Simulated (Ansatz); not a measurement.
Two states of K₂MnF₄

```yaml
crystal:
  lattice:
    - [0.00000, 4.09812, 0.00000]
    - [4.09812, 0.00000, 0.00000]
    - [2.04906, 2.04906, -6.28997]
  atoms:
    - { symbol: F, position: [0.00000, 0.50000, 0.00000] }
    - { symbol: F, position: [0.50000, 0.00000, 0.00000] }
    - { symbol: K, position: [0.35690, 0.35690, 0.28620] }
    - { symbol: K, position: [0.64310, 0.64310, 0.71380] }
    - { symbol: Mn, position: [0.00000, 0.00000, 0.00000] }
    - { symbol: F, position: [0.15230, 0.15230, 0.69540] }
    - { symbol: F, position: [0.84770, 0.84770, 0.30460] }
```

Single point in Ansatz 0.2.0 with r2SCAN. Cutoff 500 eV, PAW datasets, 5×5×5 Γ-centred k mesh, fermi-dirac filling (width 0.0592 eV).

State A: no moments (no spin polarisation). State B: Mn5 up (collinear spin).

Question: Compare the two self-consistent states.

Answer: State B is lower by 427.6 meV an atom at zero smearing; in free energy at this smearing B lies -420.7 meV an atom from A.

```json
{"state": "A", "free energy (meV/atom)": "420.7", "largest moment in a small sphere (μB)": "0.00", "net moment (μB/cell)": "0.00", "gap on mesh (eV)": "metal", "pressure (GPa)": "-1.0", "largest force (eV/Å)": "0.64"}
{"state": "B", "free energy (meV/atom)": "0.0", "largest moment in a small sphere (μB)": "3.99", "net moment (μB/cell)": "5.00", "gap on mesh (eV)": "1.64", "pressure (GPa)": "8.2", "largest force (eV/Å)": "1.98"}
```

Origin: a known structure type with other elements, at an estimated volume, so it need not be a known compound. Caveats: an odd or shifted mesh can miss the band edges, so this level's true gap may be smaller; atoms or cell far from equilibrium; odd electron count without spin polarisation, so a magnetic state may lie lower; the Fermi level lies in a narrow band between gaps, which spin or distortion may split; the k mesh is coarse if the cell is a metal.
